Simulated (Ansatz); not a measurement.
### Question
Name crystals whose computed values (DFT-PBEsol in the program Ansatz with PAW potentials) fall in these windows: Θ_D (K) 420 to 570; highest Γ mode, no LO–TO term (cm⁻¹) 360 to 490; ε∞ 1.7 to 2.3.

### Answer


| crystal | Θ_D (K) | highest Γ mode, no LO–TO term (cm⁻¹) | ε∞ |
|---|---|---|---|
| LiF, P6_3/mmc (Li on 2d, F on 2c) | 527 | 431 | 1.94 |
| LiF, zinc blende | 472 | 432 | 1.90 |
Others may fit too.

Typed or built starts, not in the databases checked: LiF, P6_3/mmc (Li on 2d, F on 2c); LiF, zinc blende. Not the usual ambient phase: LiF, P6_3/mmc (Li on 2d, F on 2c); LiF, zinc blende. All cells were relaxed under the symmetry of their starts (and spin orders); stability against distortions was not tested throughout.

Potentials: the earlier of the program's two PAW sets. The files were generated under PBE; for other functionals the program regenerates the frozen cores, and for LDA and PBEsol the local potential too.
